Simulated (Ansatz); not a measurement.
BaGaSnH:
```xyz
4
Lattice="4.5316 0.0000 0.0000 -2.2658 3.9245 0.0000 0.0000 0.0000 5.2071" Properties=species:S:1:pos:R:3 pbc="T T T"
Ba     0.0000     2.6163     5.2060
Ga     0.0000     0.0000     2.1688
Sn     2.2658     1.3082     2.8277
H      0.0000     0.0000     0.4393
```

Relaxed with PBEsol.

Question: Give the Bader charges and basin volumes of the independent atoms, plane-wave PAW PBEsol (Ansatz code).

Answer: 

```csv
atom,Bader charge (e),Bader volume (Å³)
Ba1,+1.19,27.7
Ga2,0.00,20.9
Sn3,-0.68,35.2
H4,-0.51,8.8
```

Space group P3m1. The workflow started from a Materials Project entry (that database holds measured and hypothetical structures alike); the Crystallography Open Database files this formula in space group No. 156, but the cells were not matched. Its standing as an ambient phase is unchecked. The cell was relaxed with PBEsol under the symmetry of its start; whether a distortion lowers the energy is not shown. Spin–orbit coupling is left out wherever it is not named.

Potentials: the later of the program's two PAW sets.
